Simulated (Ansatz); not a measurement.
SiC3 in space group P-4m2 (No. 115; C on 1a, C on 2g, Si on 1c), r²SCAN in the plane-wave PAW code Ansatz, all energies at zero smearing, with the estimated change up to a 700 eV cutoff added, with one set of potentials and settings (totals compare only within such a set). Cell of 4 atoms (3 C, 1 Si): -1392.165 eV.

```csv
element,reference phase,E (eV/atom)
C,"P6_3/mmc, 4 atoms in the cell",-251.6688
Si,"Fd-3m, 2 atoms in the cell",-639.0665
```

Formation energy per atom, worked out: (-1392.165 − 3×(-251.6688) − 1×(-639.0665))/4 = 0.477 eV/atom (46 kJ per mol of atoms), at 0 K, without zero-point energy or fitted corrections.

The start of the workflow was typed in or built on a structure type; neither database checked (COD, Materials Project) lists it. Its standing as an ambient phase is unchecked. The r²SCAN relaxation kept the symmetry of its start; whether a distortion lowers the energy is not shown. Its formation energy is positive at this level, so the cell may be metastable or incomplete. The references are the lowest solids computed at this level, not always the standard phases.

Potentials: the earlier of the program's two PAW sets.
